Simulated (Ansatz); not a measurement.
Starting cell, Ge (diamond):

```
Ge
1.0
    0.00000     5.76221     5.76221
    2.88111     2.88111     5.76221
    2.88111     2.88111     0.00000
Ge
4
Direct
  0.00000   0.50000   0.50000
  0.50000   0.50000   0.50000
  0.00000   0.75000   0.75000
  0.50000   0.75000   0.75000
```

A phonon eigenvector at X = (0.5, 0.5, 0.0) is frozen into this cell: atom i moves by Q times the vector below, so Q is the largest atomic displacement, in Å. The cell is held. It is one choice among 2 degenerate patterns. (q is in reciprocal vectors of the primitive cell; the cell shown is doubled to hold the pattern.)

| atom | x | y | z |
|---|---|---|---|
| Ge1 | 0.000 | 0.000 | 1.000 |
| Ge2 | 0.000 | 0.000 | -1.000 |

Atoms not listed stay in place.

Level of theory: PBE (plane waves to 420 eV, PAW, scalar-relativistic; Ansatz, a program for electronic structure). k mesh 14×14×14 (Γ-centred), Fermi-Dirac smearing 0.05 eV. E stands for the smeared free energy. Stress and pressure are positive under compression. With partly filled bands, energies and forces of such displacements shift with the k mesh and the smearing. Ge was relaxed with its symmetry unable to fall. The PAW data are Ansatz's earlier set. The zero of ΔE is the undisplaced structure.

```
Q (Å)   ΔE (meV/cell)  −dE/dQ from forces (eV/Å)  P (GPa)
------  -------------  -------------------------  -------
-0.280            987                      6.698      2.6
-0.233            696                      5.755      1.8
-0.187            451                      4.734      1.2
-0.140            255                      3.617      0.7
-0.093            114                      2.435      0.3
-0.047             29                      1.225      0.1
0.000               0                      0.000      0.0
0.047              29                     -1.225      0.1
0.093             114                     -2.435      0.3
0.140             255                     -3.617      0.7
0.187             451                     -4.734      1.2
0.233             696                     -5.755      1.8
0.280             987                     -6.698      2.6
```

What the scan shows:

The energy at Q = 0.280 Å is 987 meV/cell. Space group of the distorted cell: P-4m2 (No. 115), lowered from Fd-3m. Symmetry of the curve: even: the same for both signs. Shape of the curve: a single well with its minimum at or next to zero displacement. Harmonic wavenumber from the curvature (finite differences): 222 cm⁻¹. Wavenumber by perturbation theory (DFPT, on another k mesh): 222 cm⁻¹.

(For displaced atoms, the force is minus the slope of the energy, and its curvature is a force constant, which sets phonon frequencies.)
